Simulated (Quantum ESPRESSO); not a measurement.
# Planted mistakes on one cell of Zn2GaS3F

These are calculations, not measurements. They come from pw.x of Quantum ESPRESSO 7.5, a plane-wave density functional program, with PseudoDojo standard norm-conserving files (v0.5 for PBE, v0.4.1 for LDA and PBEsol). The cells are made up: elements, strain and atom displacements were drawn at random, and nothing was relaxed. There is no spin polarisation, spin-orbit coupling or dispersion term.

The cell has 8 sites of a wurtzite lattice (rectangular cell). Sites 1 to 4 hold empty Zn Ga Zn; sites 5 to 8 hold S S F S. Cell vectors in Å: (3.747, 0.000, 0.000); (0.000, 6.489, 0.000); (0.000, 0.000, 6.118). Settings: PBE, cutoff 1143 eV, 5 x 4 x 4 k mesh shifted by half a step, Fermi-Dirac smearing of 0.025 eV.

The intended run has a self-consistency threshold of 1e-07 eV, a smearing term of 0.000 eV, a pressure of 1.12 GPa and 12 iterations. Each further run changes one thing: all lengths scaled by 1.0159; atoms of sites 3 and 8 exchanged; cutoff 735 eV; files of LDA; k mesh 2 x 2 x 2; one electron added; smearing 0.55 eV; threshold 0.1 eV. A coarse mesh keeps the shift, and a charged cell sits in a uniform background.

```
run  change of free energy (eV)  smearing term -TS (eV)  change of P (GPa)  largest change of a force component (eV/Å)  iterations
  A                       0.014                   0.000              -2.75                                       0.316          12
  B                       6.324                  -0.007               5.53                                       2.284          16
  C                      -0.321                  -1.077               1.21                                       0.377          13
  D                       7.598                   0.000              -5.18                                       0.275          12
  E                      -0.637                   0.000              -0.79                                       0.105          12
  F                       7.161                  -0.009              16.02                                       1.353          13
  G                      10.473                   0.000             -86.04                                       0.038          12
  H                       0.003                   0.000               1.11                                       0.334           6
```

A rerun of the intended cell at 1437 eV and k mesh 7 x 6 x 6 moved values by no more than 0.007 eV in the cell's energy, 0.06 GPa in stress and 0.002 eV/Å in force.

Question: which change belongs to which run?

## Worked reading

Run H has the fewest iterations, as a run stopped early does. Run C has the largest smearing term, as wide smearing gives. Run G has a higher energy and the largest fall in pressure, as too small a basis gives. Run A changes the volume by a factor of 1.0485; minus its pressure change over the logarithm of that factor, 58 GPa, is a rough bulk modulus with clamped atoms. Energies from files of another functional, or of a charged cell, have another zero and say nothing on stability; the pressure of a charged cell rests on the program's zero of potential too.

## Key

```
run,change
A,all lengths scaled by 1.0159
B,atoms of sites 3 and 8 exchanged
C,smearing 0.55 eV
D,files of LDA
E,k mesh 2 x 2 x 2
F,one electron added
G,cutoff 735 eV
H,threshold 0.1 eV
```